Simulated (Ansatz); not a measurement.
Sn (β-Sn type), relaxed with PBEsol (Ansatz, an electronic-structure program, plane waves, PAW): a = b = 5.857 Å, c = 3.135 Å, α = β = γ = 90.00°.

**Question.** The same phase is relaxed and computed with LDA in the same code. What is the cell now?

**Answer.** a = 5.8055 Å, b = 5.8055 Å, c = 3.1063 Å, α = 90.00°, β = 90.00°, γ = 90.00°.

All cells were relaxed under the symmetry of their starts (and spin orders); stability against distortions was not tested throughout. Scalar-relativistic: spin–orbit coupling is off unless named, which matters more the heavier the elements.

Potentials: the earlier of the program's two PAW sets.

Ansatz is a plane-wave DFT program.
